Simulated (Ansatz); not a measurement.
Computed properties of Ti

Ti:
```yaml
crystal:
  lattice:
    - [4.45082, 0.00000, 0.00000]
    - [-2.22541, 3.85452, 0.00000]
    - [0.00000, 0.00000, 2.77073]
  atoms:
    - { symbol: Ti, position: [0.00000, 0.00000, 0.00000] }
    - { symbol: Ti, position: [0.33333, 0.66667, 0.50000] }
    - { symbol: Ti, position: [0.66667, 0.33333, 0.50000] }
```

Space group P6/mmm (No. 191); conventional cell a = 4.451 Å, b = 4.451 Å, c = 2.771 Å, α = 90.00°, β = 90.00°, γ = 120.00°.

Method: the program Ansatz at the LDA level (PAW). Geometry: relaxed at this level of theory. Other levels are named where they apply.

### Cell and energy

```json
{
 "volume_per_atom": "15.84 Å³",
 "density": "5.02 g/cm³"
}
```

### Electronic structure

```json
{
  "electronic_character": "metallic (no gap)",
  "Density of states at the Fermi level": "0.91 states/eV per atom (mean over ±0.08 eV)"
}
```

This is a known high-pressure phase of the composition, computed here at zero pressure and temperature. Symmetry was held in the LDA relaxation; its stability against distortions is not shown here. No spin polarisation was allowed. Axis ratios of metals converge slowly with the k-mesh, so a and c are less sure than the volume.

Potentials: the later of the program's two PAW sets.
